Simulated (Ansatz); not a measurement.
AlN in space group P6_3/mmc (No. 194; Al on 2d, N on 2c), r²SCAN (plane waves, PAW; program Ansatz). The conduction-band minimum lies at Γ, with 1 equivalent valley. Second derivatives d²E/dk² of the lowest band at one valley (eV·Å²), along Cartesian directions:

```tsv
direction	d²E/dk²
[100]	24.58
[010]	24.58
[001]	21.66
[110]	24.58
[101]	23.12
[011]	23.12
```

Find the principal effective masses, the density-of-states mass and the conductivity mass.

Off-diagonal terms follow from H_xy = H[110] − (H_xx + H_yy)/2, and m*/mₑ = 7.620 eV·Å² over each eigenvalue: 0.31, 0.31, 0.35. One valley's DOS mass (m₁m₂m₃)^(1/3) = 0.32, conductivity mass 3/(Σ 1/mᵢ) = 0.32 mₑ.

What effective density of states Nc follows at 300 K for parabolic valleys?

Nc = 2.509e19 × 1 × (0.32)^(3/2) ≈ 4.5e18 cm⁻³.

The first step of the workflow began from a Materials Project structure, measured or hypothetical; the Crystallography Open Database copy checked does not list it. It is not the phase usual at ambient conditions (space group No. 186, 216). The cell was relaxed with r²SCAN under the symmetry of its start; whether a distortion lowers the energy is not shown.

Potentials: the later of the program's two PAW sets.

Edges and masses are those of Kohn–Sham bands, whose gap is no quasiparticle gap.
